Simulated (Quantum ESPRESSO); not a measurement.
Simulation results for Si7As (made-up cell)

Computed with Quantum ESPRESSO 7.5. Calculation on a made-up crystal cell, not a measurement, the moved input of one more run found from cubic fits through the family: the fits match the computed values on one interval only; periodic Kohn-Sham density functional theory in plane waves with PseudoDojo standard norm-conserving scalar-relativistic pseudopotentials, each functional with its own files (v0.5 for PBE, v0.4.1 for LDA and PBEsol), no spin polarisation, no spin-orbit coupling, atoms not relaxed, stress positive in tension, energies less a fixed whole-eV offset for each atom's element; levels are Kohn-Sham levels at fractions of this cell's reciprocal vectors, counted from the reference band (half the neutral cell's valence electrons, rounded up) at Gamma; error bars cover cutoff and k-mesh only, not smearing or the files; added strain carries the atoms with the cell, and shear is the tensor component; each bar is the largest change over components, and at least 0.002 eV, 0.002 eV per angstrom or 0.02 GPa; energies are for the whole cell, and the offsets were chosen from early runs and are not element reference energies.

```cif
# cell vector a (Å): 5.4583 0.0309 -0.0106
# cell vector b (Å): 0.0309 5.4403 0.0827
# cell vector c (Å): -0.0106 0.0828 5.4324
data_Si7As
_symmetry_space_group_name_H-M 'P 1'
_symmetry_Int_Tables_number 1
_cell_length_a 5.4584
_cell_length_b 5.4410
_cell_length_c 5.4330
_cell_angle_alpha 88.257
_cell_angle_beta 90.218
_cell_angle_gamma 89.352
_cell_volume 161.27
loop_
_atom_site_label
_atom_site_type_symbol
_atom_site_fract_x
_atom_site_fract_y
_atom_site_fract_z
_atom_site_occupancy
Si1 Si 0.99208 0.02556 0.98660 1
Si2 Si 0.98472 0.49789 0.48886 1
Si3 Si 0.49062 0.01732 0.49773 1
Si4 Si 0.51360 0.50944 0.99417 1
As1 As 0.22825 0.25908 0.25939 1
Si5 Si 0.25738 0.75459 0.77020 1
Si6 Si 0.75320 0.25089 0.74077 1
Si7 Si 0.75368 0.76385 0.25740 1
_calc_lattice_type 'zincblende/diamond'
_calc_functional 'pbe'
_calc_cutoff 1143  # eV
_calc_fermi_dirac_smearing 0.1  # eV
_calc_scf_tolerance 1e-07  # eV
_calc_electrons_removed 0
_calc_moved_input 'added strain, biaxial xx=yy'
_calc_moved_input_in_the_structure_shown 0.0015
_calc_reference_band 22
_calc_further_run_next_band_up_at_zone_corner 1.223  # eV
_calc_further_run_next_band_up_at_15_percent_along_c 0.623  # eV
_calc_further_run_next_band_up_at_gamma 0.319  # eV
_calc_further_run_stress_xx -5.25  # GPa
_calc_k_mesh '6 x 6 x 6, shifted by half a step'
_calc_structure_shown 'one run of the family, not the further run'
_calc_moved_input_of_the_further_run -0.0052
_calc_interval_low -0.006276
_calc_interval_high -0.004066
_calc_energy_against_integrated_force_or_stress 0.0006114  # eV
_calc_error_bar_energy 0.009904  # eV
_calc_error_bar_stress 0.1214  # GPa
_calc_error_bar_next_band_up 0.002  # eV
```

Atoms:
| atoms element | atom site | atom energy offset (eV) |
| --- | --- | --- |
| Si | 1 | -115 |
| Si | 2 | -115 |
| Si | 3 | -115 |
| Si | 4 | -115 |
| As | 5 | -2887 |
| Si | 6 | -115 |
| Si | 7 | -115 |
| Si | 8 | -115 |

Family:
| moved input | next band up at zone corner (eV) | next band up at 15 percent along c (eV) | next band up at gamma (eV) | stress xx (GPa) |
| --- | --- | --- | --- | --- |
| -0.0211 | 1.301 | 0.554 | 0.252 | -8.97 |
| -0.0173 | 1.284 | 0.57 | 0.267 | -8.03 |
| -0.0119 | 1.258 | 0.594 | 0.289 | -6.75 |
| -0.0018 | 1.204 | 0.639 | 0.334 | -4.53 |
| 0.0015 | 1.186 | 0.653 | 0.349 | -3.85 |
| 0.0206 | 1.068 | 0.727 | 0.416 | -0.32 |
